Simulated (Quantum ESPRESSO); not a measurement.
Al3ZnO5F, one run as intended and one with a planted mistake

Simulated, not a measurement. The program is pw.x of Quantum ESPRESSO 7.5 (plane-wave density functional theory). The cell is made up: 10 atoms on a corundum lattice, with randomly drawn elements, strain and displacements, not relaxed. PseudoDojo standard norm-conserving files (v0.5 for PBE, v0.4.1 for LDA and PBEsol) set the functional; there is no spin polarisation, spin-orbit coupling or dispersion term, and the masses in the input are unused placeholders.

Intended input:

```
&control calculation='scf', pseudo_dir='./dojo.nc.sr.pbe.v0_5.standard.upf', outdir='./o', disk_io='low', tprnfor=.true., tstress=.true. /
&system ibrav=0, nat=10, ntyp=4, nbnd=39, ecutwfc=84.00895049, nosym=.true., tot_charge=0,
 occupations='smearing', smearing='fd', degauss=0.0018374661
/
&electrons conv_thr=7.350e-09, electron_maxstep=60, /
ATOMIC_SPECIES
Al 1.0 Al.upf
F 1.0 F.upf
O 1.0 O.upf
Zn 1.0 Zn.upf
CELL_PARAMETERS angstrom
2.3365 1.3525 4.3342
-2.4813 1.3445 4.4164
-0.0793 -2.8042 4.4093
ATOMIC_POSITIONS angstrom
Al -0.0639 -0.0447 4.7201
Al 0.0271 0.0484 1.9762
Zn -0.1456 -0.0829 8.4532
Al -0.1963 -0.0776 11.1579
O -1.0406 1.3271 7.6882
O -0.8315 -1.556 7.6786
F 1.5416 0.0818 7.7433
O 0.878 -1.4237 5.5405
O 0.6705 1.5463 5.4095
O -1.7939 -0.1072 5.5047
K_POINTS automatic
6 6 6 1 1 1
```

The log is shortened where brackets say so; the opening notice, blank lines, dates and the lines on written files are dropped, and the path of the files is cut. It prints rydbergs, bohrs and kilobars, and counts compression as positive stress. Where no state is partly filled, the Fermi energy that it prints is only some level between the filled and the empty states on the mesh, and need not lie in the true gap.

Log of the intended run:

```
     Program PWSCF v.7.5
     Parallel version (MPI & OpenMP), running on       4 processor cores
     Number of MPI processes:                 4
     Threads/MPI process:                     1
     [start-up lines left out]
     bravais-lattice index     =            0
     lattice parameter (alat)  =       9.6494  a.u.
     unit-cell volume          =     592.0401 (a.u.)^3
     number of atoms/cell      =           10
     number of atomic types    =            4
     number of electrons       =        66.00
     number of Kohn-Sham states=           39
     kinetic-energy cutoff     =      84.0090  Ry
     charge density cutoff     =     336.0358  Ry
     scf convergence threshold =      7.3E-09
     mixing beta               =       0.7000
     number of iterations used =            8  plain     mixing
     Exchange-correlation= PBE
                           (   1   4   3   4   0   0   0)
     [axes and pseudopotential details left out]
   Cartesian axes
     site n.     atom                  positions (alat units)
         1        Al     tau(   1) = (  -0.0125141  -0.0087540   0.9243772  )
         2        Al     tau(   2) = (   0.0053072   0.0094786   0.3870160  )
         3        Zn     tau(   3) = (  -0.0285141  -0.0162350   1.6554618  )
         4        Al     tau(   4) = (  -0.0384431  -0.0151971   2.1851461  )
         5        O      tau(   5) = (  -0.2037895   0.2598972   1.5056454  )
         6        O      tau(   6) = (  -0.1628397  -0.3047247   1.5037653  )
         7        F      tau(   7) = (   0.3019046   0.0160196   1.5164361  )
         8        O      tau(   8) = (   0.1719462  -0.2788152   1.0850431  )
         9        O      tau(   9) = (   0.1313097   0.3028250   1.0593882  )
        10        O      tau(  10) = (  -0.3513146  -0.0209939   1.0780320  )
     number of k points=   108  Fermi-Dirac smearing, width (Ry)=  0.0018
     Number of k-points >= 100: set verbosity='high' to print them.
     Dense  grid:    61637 G-vectors     FFT dimensions: (  60,  60,  60)
     Estimated max dynamical RAM per process >     216.57 MB
     Estimated total dynamical RAM >     821.13 MB
     Initial potential from superposition of free atoms
     starting charge      65.9925, renormalised to      66.0000
     Starting wfcs are   46 randomized atomic wfcs
     total cpu time spent up to now is       14.9 secs
     per-process dynamical memory:   189.7 Mb
     Self-consistent Calculation
     iteration #  1     ecut=    84.01 Ry     beta= 0.70
     Davidson diagonalization with overlap
     ethr =  1.00E-02,  avg # of iterations =  3.4
     total cpu time spent up to now is       54.4 secs
     total energy              =    -646.64109791 Ry
     estimated scf accuracy    <       2.04745166 Ry
     iteration #  2     ecut=    84.01 Ry     beta= 0.70
     Davidson diagonalization with overlap
     ethr =  3.10E-03,  avg # of iterations =  2.3
     total cpu time spent up to now is       85.5 secs
     total energy              =    -647.23672273 Ry
     estimated scf accuracy    <       1.45802699 Ry
     [iterations 3 to 9 left out]
     iteration # 10     ecut=    84.01 Ry     beta= 0.70
     Davidson diagonalization with overlap
     ethr =  1.64E-10,  avg # of iterations =  2.0
     total cpu time spent up to now is      373.0 secs
     total energy              =    -647.50916968 Ry
     estimated scf accuracy    <       0.00000001 Ry
     iteration # 11     ecut=    84.01 Ry     beta= 0.70
     Davidson diagonalization with overlap
     ethr =  1.68E-11,  avg # of iterations =  2.1
     total cpu time spent up to now is      405.7 secs
     End of self-consistent calculation
     Number of k-points >= 100: set verbosity='high' to print the bands.
     the Fermi energy is    12.2502 ev
!    total energy              =    -647.50916968 Ry
     estimated scf accuracy    <          4.9E-09 Ry
     smearing contrib. (-TS)   =       0.00000000 Ry
     internal energy E=F+TS    =    -647.50916968 Ry
     The total energy is F=E-TS. E is the sum of the following terms:
     one-electron contribution =    -437.03302822 Ry
     hartree contribution      =     259.65559989 Ry
     xc contribution           =    -105.81007024 Ry
     ewald contribution        =    -364.32167111 Ry
     convergence has been achieved in  11 iterations
     Forces acting on atoms (cartesian axes, Ry/au):
     atom    1 type  1   force =     0.02100618    0.07641608    0.02702547
     atom    2 type  1   force =     0.00213081    0.03687274   -0.05074260
     atom    3 type  4   force =    -0.06499489    0.02576718    0.03901513
     atom    4 type  1   force =     0.06238995   -0.06330972   -0.02936597
     atom    5 type  3   force =    -0.07420733    0.09554354   -0.05083278
     atom    6 type  3   force =    -0.08611721   -0.13547932   -0.05350342
     atom    7 type  2   force =     0.12995939   -0.01746685   -0.07353817
     atom    8 type  3   force =    -0.08300617    0.04108017    0.02486401
     atom    9 type  3   force =     0.05647568   -0.10209122    0.09566039
     atom   10 type  3   force =     0.03636359    0.04266739    0.07141795
     Total force =     0.367125     Total SCF correction =     0.000040
     Computing stress (Cartesian axis) and pressure
          total   stress  (Ry/bohr**3)                   (kbar)     P=      176.11
   0.00112570   0.00021572   0.00014784          165.60       31.73       21.75
   0.00021572   0.00145417   0.00024142           31.73      213.92       35.51
   0.00014784   0.00024142   0.00101166           21.75       35.51      148.82
     init_run     :     13.68s CPU     14.67s WALL (       1 calls)
     electrons    :    385.83s CPU    390.82s WALL (       1 calls)
     forces       :      5.05s CPU      5.17s WALL (       1 calls)
     stress       :     16.54s CPU     16.75s WALL (       1 calls)
     [timing details left out]
     PWSCF        :   7m 1.60s CPU   7m 8.30s WALL
     JOB DONE.
```

A second run has one planted mistake: two atoms have their elements exchanged. The input lines that differ, file-writing options aside:

```
- O -0.8315 -1.556 7.6786
+ F -0.8315 -1.556 7.6786
- F 1.5416 0.0818 7.7433
+ O 1.5416 0.0818 7.7433
```

Its log:

```
     Program PWSCF v.7.5
     Parallel version (MPI & OpenMP), running on       4 processor cores
     Number of MPI processes:                 4
     Threads/MPI process:                     1
     [start-up lines left out]
     bravais-lattice index     =            0
     lattice parameter (alat)  =       9.6494  a.u.
     unit-cell volume          =     592.0401 (a.u.)^3
     number of atoms/cell      =           10
     number of atomic types    =            4
     number of electrons       =        66.00
     number of Kohn-Sham states=           39
     kinetic-energy cutoff     =      84.0090  Ry
     charge density cutoff     =     336.0358  Ry
     scf convergence threshold =      7.3E-09
     mixing beta               =       0.7000
     number of iterations used =            8  plain     mixing
     Exchange-correlation= PBE
                           (   1   4   3   4   0   0   0)
     [axes and pseudopotential details left out]
   Cartesian axes
     site n.     atom                  positions (alat units)
         1        Al     tau(   1) = (  -0.0125141  -0.0087540   0.9243772  )
         2        Al     tau(   2) = (   0.0053072   0.0094786   0.3870160  )
         3        Zn     tau(   3) = (  -0.0285141  -0.0162350   1.6554618  )
         4        Al     tau(   4) = (  -0.0384431  -0.0151971   2.1851461  )
         5        O      tau(   5) = (  -0.2037895   0.2598972   1.5056454  )
         6        F      tau(   6) = (  -0.1628397  -0.3047247   1.5037653  )
         7        O      tau(   7) = (   0.3019046   0.0160196   1.5164361  )
         8        O      tau(   8) = (   0.1719462  -0.2788152   1.0850431  )
         9        O      tau(   9) = (   0.1313097   0.3028250   1.0593882  )
        10        O      tau(  10) = (  -0.3513146  -0.0209939   1.0780320  )
     number of k points=   108  Fermi-Dirac smearing, width (Ry)=  0.0018
     Number of k-points >= 100: set verbosity='high' to print them.
     Dense  grid:    61637 G-vectors     FFT dimensions: (  60,  60,  60)
     Estimated max dynamical RAM per process >     216.57 MB
     Estimated total dynamical RAM >     821.13 MB
     Initial potential from superposition of free atoms
     starting charge      65.9925, renormalised to      66.0000
     Starting wfcs are   46 randomized atomic wfcs
     total cpu time spent up to now is       15.2 secs
     per-process dynamical memory:   189.7 Mb
     Self-consistent Calculation
     iteration #  1     ecut=    84.01 Ry     beta= 0.70
     Davidson diagonalization with overlap
     ethr =  1.00E-02,  avg # of iterations =  3.3
     total cpu time spent up to now is       50.5 secs
     total energy              =    -646.62111231 Ry
     estimated scf accuracy    <       2.04848362 Ry
     iteration #  2     ecut=    84.01 Ry     beta= 0.70
     Davidson diagonalization with overlap
     ethr =  3.10E-03,  avg # of iterations =  2.2
     total cpu time spent up to now is       79.1 secs
     total energy              =    -647.21271132 Ry
     estimated scf accuracy    <       1.49618475 Ry
     [iterations 3 to 9 left out]
     iteration # 10     ecut=    84.01 Ry     beta= 0.70
     Davidson diagonalization with overlap
     ethr =  6.92E-10,  avg # of iterations =  2.0
     total cpu time spent up to now is      314.1 secs
     total energy              =    -647.49276954 Ry
     estimated scf accuracy    <       0.00000001 Ry
     iteration # 11     ecut=    84.01 Ry     beta= 0.70
     Davidson diagonalization with overlap
     ethr =  1.75E-11,  avg # of iterations =  3.1
     total cpu time spent up to now is      343.1 secs
     End of self-consistent calculation
     Number of k-points >= 100: set verbosity='high' to print the bands.
     the Fermi energy is    12.1004 ev
!    total energy              =    -647.49276953 Ry
     estimated scf accuracy    <          6.3E-09 Ry
     smearing contrib. (-TS)   =       0.00000000 Ry
     internal energy E=F+TS    =    -647.49276953 Ry
     The total energy is F=E-TS. E is the sum of the following terms:
     one-electron contribution =    -437.28350010 Ry
     hartree contribution      =     259.70307487 Ry
     xc contribution           =    -105.79935059 Ry
     ewald contribution        =    -364.11299370 Ry
     convergence has been achieved in  11 iterations
     Forces acting on atoms (cartesian axes, Ry/au):
     atom    1 type  1   force =     0.02201617   -0.05184006    0.03065597
     atom    2 type  1   force =     0.01066163   -0.09024655   -0.05441605
     atom    3 type  4   force =     0.02815361    0.09753421    0.04253294
     atom    4 type  1   force =    -0.05869580    0.02533415   -0.02302879
     atom    5 type  3   force =    -0.07217859    0.11716567   -0.05171244
     atom    6 type  2   force =    -0.08707838   -0.09981239   -0.05864738
     atom    7 type  3   force =     0.14609018    0.01872893   -0.09225541
     atom    8 type  3   force =    -0.08420441    0.01532369    0.03488607
     atom    9 type  3   force =     0.03620461   -0.08643805    0.10180286
     atom   10 type  3   force =     0.05903097    0.05425040    0.07018224
     Total force =     0.379349     Total SCF correction =     0.000118
     Computing stress (Cartesian axis) and pressure
          total   stress  (Ry/bohr**3)                   (kbar)     P=      173.99
   0.00118382  -0.00007648   0.00051239          174.15      -11.25       75.37
  -0.00007648   0.00138345   0.00015547          -11.25      203.51       22.87
   0.00051239   0.00015547   0.00098107           75.37       22.87      144.32
     init_run     :     10.84s CPU     11.53s WALL (       1 calls)
     electrons    :    324.14s CPU    327.94s WALL (       1 calls)
     forces       :      3.67s CPU      3.75s WALL (       1 calls)
     stress       :     11.75s CPU     11.77s WALL (       1 calls)
     [timing details left out]
     PWSCF        :   5m54.22s CPU   5m59.00s WALL
     JOB DONE.
```

|  | intended run | run with the mistake |
| --- | --- | --- |
| free energy (eV) | -8809.811 | -8809.588 |
| smearing term -TS (eV) | 0.0000 | 0.0000 |
| pressure (GPa) | 17.61 | 17.40 |
| largest force component (eV/Å) | 3.483 | 3.756 |
| largest change of a force component (eV/Å) |  | 3.298 |
| iterations | 11 | 11 |

For scale, a rerun of the intended cell at a cutoff of 1437 eV and k mesh 8 x 8 x 8 moved values by no more than 0.003 eV in energy, 0.03 GPa in stress and 0.002 eV/Å in force.